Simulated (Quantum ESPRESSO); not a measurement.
SiGe₆N (made-up cell) (calculated)

All values are calculated (Quantum ESPRESSO 7.5). Calculation on a made-up crystal cell, not a measurement: periodic Kohn-Sham density functional theory in plane waves with PseudoDojo standard norm-conserving scalar-relativistic pseudopotentials, each functional with its own files (v0.5 for PBE, v0.4.1 for LDA and PBEsol), no spin polarisation, no spin-orbit coupling, atoms not relaxed, stress positive in tension, energies less a fixed whole-eV offset for each atom's element; levels are Kohn-Sham levels at fractions of this cell's reciprocal vectors, counted from the reference band (half the neutral cell's valence electrons, rounded up) at Gamma; error bars cover cutoff and k-mesh only, not smearing or the files; added strain carries the atoms with the cell, and shear is the tensor component; each bar is the largest change over components, and at least 0.002 eV, 0.002 eV per angstrom or 0.02 GPa; energies are for the whole cell, and the offsets were chosen from early runs and are not element reference energies.

```xyz
8
Lattice="5.6215 0.0000 0.0000 0.0000 5.6215 0.0000 0.0000 0.0000 5.6215" Properties=species:S:1:pos:R:3 formula=SiGe6N lattice_type=zincblende/diamond functional=pbe cutoff=1143 fermi_dirac_smearing=0.1 scf_tolerance=1e-07 electrons_removed=0 k_mesh=6_x_6_x_6,shifted_by_half_a_step
Ge    -0.0226     0.0019     0.0086
Ge    -0.0193     2.8642     2.8322
Ge     2.8162    -0.0241     2.7575
Ge     2.7869     2.8774     0.0006
Ge     1.3866     1.3700     1.4411
N      1.3744     4.2098     4.2444
Si     4.2243     1.4595     4.2037
Ge     4.2115     4.2060     1.3193
```

Units: cutoff, fermi_dirac_smearing, scf_tolerance in eV.

Atoms:
```csv
atoms element,atom site,atom energy offset (eV)
Ge,1,-2430
Ge,2,-2430
Ge,3,-2430
Ge,4,-2430
Ge,5,-2430
N,6,-283
Si,7,-115
Ge,8,-2430
```

**Q.** Estimate the stress xx of SiGe₆N (made-up cell).
**A.** 2.694 GPa

**Q.** What stress yz does the calculation give for SiGe₆N (made-up cell)?
**A.** 0.3028 GPa

**Q.** Estimate the stress xy of SiGe₆N (made-up cell).
**A.** -0.7618 GPa

**Q.** What stress yy does the calculation give for SiGe₆N (made-up cell)?
**A.** 2.917 GPa

**Q.** Give the table of forces values for SiGe₆N (made-up cell).
**A.** 
Forces:
```csv
site,x (eV/Å),y (eV/Å),z (eV/Å)
1,0.962,-0.2842,-1.684
2,1.082,0.5798,0.9613
3,-0.2778,-0.4752,1.734
4,-1.438,-0.2877,-1.632
5,-0.04955,0.7128,-0.2669
6,0.02293,0.007681,-0.06318
7,-0.4671,-0.4007,0.0896
8,0.1653,0.1476,0.8613
```

Further results for SiGe₆N (made-up cell):

| Quantity | Value |
| --- | --- |
| free energy less offsets | 0.3337 eV |
| smearing term minus ts | -0.04291 eV |
| scf iterations | 10 |
| pressure | -2.887 GPa |
| stress zz | 3.05 GPa |
| stress xz | -0.2101 GPa |
| fermi level | 0.4366 eV |
| reference band | 47 |
| error bar energy | 0.01099 eV |
| error bar stress | 0.0346 GPa |
| error bar force | 0.006494 eV/Å |
| error bar next band up | 0.002 eV |
| error bar fermi level | 0.009202 eV |
| error bars from | tighter rerun of a related cell |

Levels:
```csv
level k point,next band up (eV)
Gamma,1.145
"(1/2,1/2,1/2)",0.9418
"(0.15,0,0)",1.507
"(0,0.15,0)",1.492
"(0,0,0.15)",1.49
```
